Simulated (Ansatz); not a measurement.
## KSiH₃ — field gradients at the nuclei

The cell is a Materials Project structure (computed, not necessarily an observed phase).

Space group Pnma (No. 62); a = 8.7710, b = 5.3013, c = 6.8769 Å.

| site | Wyckoff | site symmetry | x | y | z |
| --- | --- | --- | --- | --- | --- |
| K | 4c | .m. | 0.6857 | 0.2500 | 0.3509 |
| Si | 4c | .m. | 0.5458 | 0.2500 | 0.8489 |
| H9 | 8d | 1 | 0.4193 | 0.9610 | 0.2993 |
| H17 | 4c | .m. | 0.8749 | 0.2500 | 0.6955 |

One atom of each set is listed.

Computed with Ansatz: DFT, PBE, plane waves and PAW, scalar-relativistic, 420 eV cutoff, Γ-centred 4×6×5 k-points, Fermi–Dirac smearing 0.05 eV.

V_zz is the principal component of the electric field gradient with the largest magnitude, η = (V_xx − V_yy)/V_zz and C_Q = eQV_zz/h.

³⁹K: I = 3/2, Q = 60.30 mb; 2H: I = 1, Q = 2.858 mb. Quadrupole moments are those of Pyykkö's year-2017 table.

```csv
site,atoms,first shell,"V_xx, V_yy, V_zz (10²¹ V/m²)",η,C_Q (MHz)
K,4,9 H at 2.76–2.91 Å,"0.13, 0.25, -0.38",0.29,-0.555
Si,4,3 H at 1.53–1.54 Å,"2.71, 3.40, -6.10",0.11,–
H9,8,1 Si at 1.54 Å,"-0.54, -0.63, 1.17",0.07,0.081
H17,4,1 Si at 1.53 Å,"-0.56, -0.67, 1.23",0.10,0.085
```

At H9 and H17 V_zz points along its bond to Si (within 3°) in each case. At Si V_zz stands upright on the plane through its three neighbours (within 5°).

Si has no stable isotope with a ground-state quadrupole moment in the table, so no C_Q is given.

The largest force is 0.3 eV/Å, so the atoms aren't at the calculated equilibrium and relaxing them would move these values.

The run took 37 s of wall time (37 s of CPU time) and 0.73 GiB at its peak, on 1 thread of Arm Neoverse V2 (aarch64; 8 cores open to the job, memory cap 2.5 GiB, no GPU), a shared host with a load of 0.2 a core.
